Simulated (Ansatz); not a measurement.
A structure of SnO2 relaxed with PBEsol (plane waves to 420 eV, PAW, scalar-relativistic; Ansatz, a program for electronic structure); single points at other levels follow on the same geometry (Ansatz, PAW; HSE06 at 420 eV on a 4×4×6 k-mesh; no spin-orbit coupling). Space group P4₂/mnm (No. 136).

```
SnO2
1.0
    4.76857     0.00000     0.00000
    0.00000     4.76857     0.00000
    0.00000     0.00000     3.21126
Sn O
2 4
Direct
  0.00000   0.00000   0.00000
  0.50000   0.50000   0.50000
  0.30629   0.30629   0.00000
  0.80629   0.19371   0.50000
  0.19371   0.80629   0.50000
  0.69371   0.69371   0.00000
```

```tsv
level	gap (eV)	kind	conduction minimum
PBEsol	0.92	direct	Γ
HSE06	[?]	–	[?]
```

### Question
What belongs in the gaps?

### Answer

- HSE06, gap (eV): 2.76
- HSE06, conduction minimum: Γ

No spin polarisation in the result.

Measured for SnO2: a 4.73735 Å (room temperature; as listed in Zenji Hiroi, Progress in Solid State Chemistry (2015)); c 3.1864 Å (room temperature; as listed in Zenji Hiroi, Progress in Solid State Chemistry (2015)); gap 3.6 eV (0 K or low temperature; as listed in Wei Chen et al., Physical Review Materials (2018)). Computed minus measured — a: PBEsol +0.7 %; c: PBEsol +0.8 %; gap: PBEsol -2.68 eV, HSE06 -0.84 eV. The computed values are for a static lattice, and a measured gap can be an optical one, lowered by exciton binding.

The run could not lose the symmetry of its start; a randomly shaken copy of 6 atoms returns to this structure.
